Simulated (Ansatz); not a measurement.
ZnCu:
```
CELL_PARAMETERS angstrom
      2.96336     0.00000     0.00000
      0.00000     2.96336     0.00000
      0.00000     0.00000     2.96336
ATOMIC_POSITIONS crystal
  Cu 0.00000 0.00000 0.00000
  Zn 0.50000 0.50000 0.50000
```

Relaxed with PBE.

Question: Map the valence electron density (e/Å³), cut off at 5 on the plane through (0.000, 0.000, 0.000) spanned by u = [1, 0, 0] and v = [0, 1, 1] in lattice vectors, from plane-wave PAW PBE (Ansatz code).

Answer: x is the fraction of u, y of v (the angle between them is 90°; rows are the nearest grid lines); atoms in the plane: Cu at (0.00, 0.00), Zn at (0.50, 0.50).
```
|@@@@:       :@@@@|
|@@@%:       :%@@@|
|@@@=.       .=@@@|
|%*-.         .-*%|
|..             ..|
|                 |
|                 |
|      .....      |
|     .-*%*-.     |
|    .-@@@@@-.    |
|    .=@@@@@=.    |
|    .=@@@@@=.    |
|    .-@@@@@-.    |
|     .-*%*-.     |
|      .....      |
|                 |
|                 |
|..             ..|
|%*-.         .-*%|
|@@@=.       .=@@@|
|@@@%:       :%@@@|
|@@@@:       :@@@@|
```
Scale: ten equal steps from 0.175 (start of ' ') to 5.00 (end of '@'), in the order ' .:-=+*#%@'; x runs from 0.000 to 1.00, y from 0.000 (bottom) to 1.00 (top).

The density is the valence pseudo-density with augmentation charge, so density and ELF within about 1 Å of a nucleus are not all-electron values.

Space group Pm-3m (CsCl type). Symmetry was held in the PBE relaxation; phonons on a q-mesh show no instability. No spin polarisation was allowed.

Potentials: the later of the program's two PAW sets.
